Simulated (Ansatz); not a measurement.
# A vibration from a frozen displacement in YS

The calculation used DFT PBEsol, scalar-relativistic, plane waves, PAW in Ansatz. Cutoff 420 eV, Γ-centred 16×16×16 k-points, Gaussian smearing of 0.15 eV. No spin polarisation. Energies are free energies at this smearing, counted from the undisturbed cell; pressure is positive in compression.

Reference structure (as given, not relaxed at this level; it stands at -1.5 GPa, and it needn't be the usual structure):

```
Y S
1.0
     0.00000    2.74365    2.74365
     2.74365    0.00000    2.74365
     2.74365    2.74365    0.00000
Y S
1 1
Direct
  0.50000 0.50000 0.50000
  0.00000 0.00000 0.00000
```

Every Y atom is moved by x along the Cartesian unit vector (0.000, 0.000, -1.000); the cell and all other atoms stay fixed. The cell's volume is 41.31 Å³; the moved atoms weigh 88.906 u together and the others 32.060 u. Some rows repeat others by symmetry and weren't run.

```
  x (Å)  ΔE (meV/cell) total force on the moved atoms along the move (eV/Å) pressure (GPa)
-0.3000         358.87                                                2.6117          2.7115
-0.2625         268.97                                                2.1906          1.6809
-0.2250         194.05                                                1.8112          0.8080
-0.1875         132.73                                                1.4643          0.0832
-0.1500          83.91                                                1.1429         -0.5012
-0.1125          46.76                                                0.8413         -0.9514
-0.0750          20.64                                                0.5535         -1.2708
-0.0375           5.14                                                0.2745         -1.4617
 0.0000           0.00                                                0.0000         -1.5251
 0.0375           5.14                                               -0.2745         -1.4617
 0.0750          20.64                                               -0.5535         -1.2708
 0.1125          46.76                                               -0.8413         -0.9514
 0.1500          83.91                                               -1.1429         -0.5012
 0.1875         132.73                                               -1.4643          0.0832
 0.2250         194.05                                               -1.8112          0.8080
 0.2625         268.97                                               -2.1906          1.6809
 0.3000         358.87                                               -2.6117          2.7115
```

Question: What frequency belongs to this motion?

Answer: The force constant is k = −dF/dx = 7.320 eV/Å², from the parabola through x = -0.0375, 0 and 0.0375. In every cell the moved atoms swing against the rest, so the mass is μ = m₁m₂/(m₁ + m₂) = 23.563 u, and ν̃ = 521.5 cm⁻¹ × √(|k|/μ) = 291 cm⁻¹, at this cell's pressure of -1.5 GPa. To first order in x, and within 1 %, the force on every atom lies along the move and, within each of the two groups, in proportion to the atom's mass, so this is itself a mode at the zone centre of this cell.

Question: How far does the harmonic law reach?

Answer: At x = -0.300 Å, kx²/2 = 329.40 meV against the computed 358.87 meV (+8.9 %): the well stiffens in this direction at large amplitude.

Question: The pressure changes with x². What does that say about the frequency under compression?

Answer: With E = k(V)x²/2, k ∝ V^(−2γ) and x scaling with the cell as V^(1/3), P − P0 = −∂E/∂V = (2γ − 2/3) ΔE/V. At x = 0.0750 Å, V(P − P0) = 41.31 × 0.25428 / 160.2 eV = 65.56 meV and ΔE = 20.64 meV, so γ = 1/3 + V(P − P0)/(2ΔE) = 1.92. This is the Grüneisen parameter of the motion under uniform scaling of the cell: shrinking the cell evenly by 1 % in volume raises the frequency by about 1.92 %.

In a metal these slopes depend on the k mesh and the smearing.